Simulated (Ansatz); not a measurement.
ZrSn3O8 on the sites of the rutile structure (relaxed group Cmmm), relaxed with r2SCAN. Space group Cmmm (No. 65), orthorhombic; a = 6.759 Å, b = 6.792 Å, c = 6.435 Å in the conventional setting, 12.31 Å³ an atom. Sn is surrounded by 6 O at 2.07 Å; Sn is surrounded by 6 O at 2.06–2.08 Å; O is surrounded by 3 Sn at 2.07–2.08 Å; O is surrounded by 2 Sn at 2.06–2.07 Å and 1 Zr at 2.10 Å; Zr is surrounded by 6 O at 2.10 Å; O is surrounded by 2 Sn at 2.08 Å and 1 Zr at 2.10 Å.

```
Sn O Zr
1.0
     3.39609   -3.37974    0.00000
     3.39609    3.37974    0.00000
     0.00000    0.00000    6.43496
Sn O Zr
3 8 1
Direct
  0.50000 0.50000 0.00000
  0.00000 0.00000 0.75158
  0.00000 0.00000 0.24842
  0.19535 0.19535 0.00000
  0.80465 0.80465 0.00000
  0.69577 0.30423 0.75303
  0.30423 0.69577 0.75303
  0.19149 0.19149 0.50000
  0.80851 0.80851 0.50000
  0.69577 0.30423 0.24697
  0.30423 0.69577 0.24697
  0.50000 0.50000 0.50000
```

The questions ask for values computed with Ansatz on this geometry. Simulation only: non-magnetic, and no claim that this is the phase found in nature.

Given (6×6×4 mesh): PBE gives a direct gap of 2.09 eV at Γ.

Problem. What does PBE+SOC give for the gap (6×6×4 mesh)?

Solution. The PBE+SOC gap is direct at Γ: 2.09 eV. The gap differs by 0.00 eV from PBE's.

Problem. Estimate the gap with r2SCAN on 6×6×4.

Solution. r2SCAN gives a direct gap of 2.73 eV at Γ. The gap differs by +0.64 eV from PBE's.

Problem. What do these levels agree on?

Solution. For gaps to 0.1 eV, spin-orbit coupling (up to 0.01 eV here) can be left out. Among these functionals the gap stays direct.

Only the levels marked +SOC include spin-orbit coupling.

Set aside, since their points miss a band edge that the other levels read or their mesh is too coarse: HSE06, PBE0.
